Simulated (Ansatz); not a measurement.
BiTe (Fm-3m), a vibration from a frozen displacement

These are results of Ansatz, DFT PBE, scalar-relativistic, plane waves, PAW, not measurements. Cutoff 420 eV, Γ-centred 14×14×14 k-points, Gaussian smearing of 0.15 eV. Spin–orbit coupling is left out, which matters for the heavy elements here. No spin polarisation. Energies are free energies at this smearing, counted from the undisturbed cell; pressure is positive in compression.

Reference structure (as given, not relaxed at this level; it stands at 0.8 GPa, and it needn't be the usual structure):

```
Bi Te
1.0
     0.00000    3.23500    3.23500
     3.23500    0.00000    3.23500
     3.23500    3.23500    0.00000
Bi Te
1 1
Cartesian
  0.0000 0.0000 0.0000
  3.2350 3.2350 3.2350
```

Every Bi atom is moved by x along the Cartesian unit vector (0.000, 0.000, -1.000); the cell and all other atoms stay fixed. The cell's volume is 67.71 Å³; the moved atoms weigh 208.980 u together and the others 127.600 u. Some rows repeat others by symmetry and weren't run.

```csv
x (Å),ΔE (meV/cell),total force on the moved atoms along the move (eV/Å),pressure (GPa)
-0.2000,51.65,0.5388,1.4680
-0.1750,39.14,0.4631,1.2996
-0.1500,28.48,0.3901,1.1554
-0.1250,19.61,0.3200,1.0346
-0.1000,12.46,0.2525,0.9366
-0.0750,6.97,0.1872,0.8608
-0.0500,3.08,0.1238,0.8069
-0.0250,0.77,0.0616,0.7747
0.0000,0.00,0.0000,0.7640
0.0250,0.77,-0.0616,0.7747
0.0500,3.08,-0.1238,0.8069
0.0750,6.97,-0.1872,0.8608
0.1000,12.46,-0.2525,0.9366
0.1250,19.61,-0.3200,1.0346
0.1500,28.48,-0.3901,1.1554
0.1750,39.14,-0.4631,1.2996
0.2000,51.65,-0.5388,1.4680
```

Task: What frequency belongs to this motion?

Result: The force constant is k = −dF/dx = 2.464 eV/Å², from the parabola through x = -0.0250, 0 and 0.0250. In every cell the moved atoms swing against the rest, so the mass is μ = m₁m₂/(m₁ + m₂) = 79.226 u, and ν̃ = 521.5 cm⁻¹ × √(|k|/μ) = 92 cm⁻¹. To first order in x, and within 1 %, the force on every atom lies along the move and, within each of the two groups, in proportion to the atom's mass, so this is itself a mode at the zone centre of this cell.

Task: How far does the harmonic law reach?

Result: At x = -0.200 Å, kx²/2 = 49.28 meV against the computed 51.65 meV (+4.8 %): the well is still close to harmonic there.

Task: The pressure changes with x². What does that say about the frequency under compression?

Result: With E = k(V)x²/2, k ∝ V^(−2γ) and x scaling with the cell as V^(1/3), P − P0 = −∂E/∂V = (2γ − 2/3) ΔE/V. At x = 0.0500 Å, V(P − P0) = 67.71 × 0.04293 / 160.2 eV = 18.14 meV and ΔE = 3.08 meV, so γ = 1/3 + V(P − P0)/(2ΔE) = 3.28. This is the Grüneisen parameter of the motion under uniform scaling of the cell: shrinking the cell evenly by 1 % in volume raises the frequency by about 3.28 %.

In a metal these slopes depend on the k mesh and the smearing.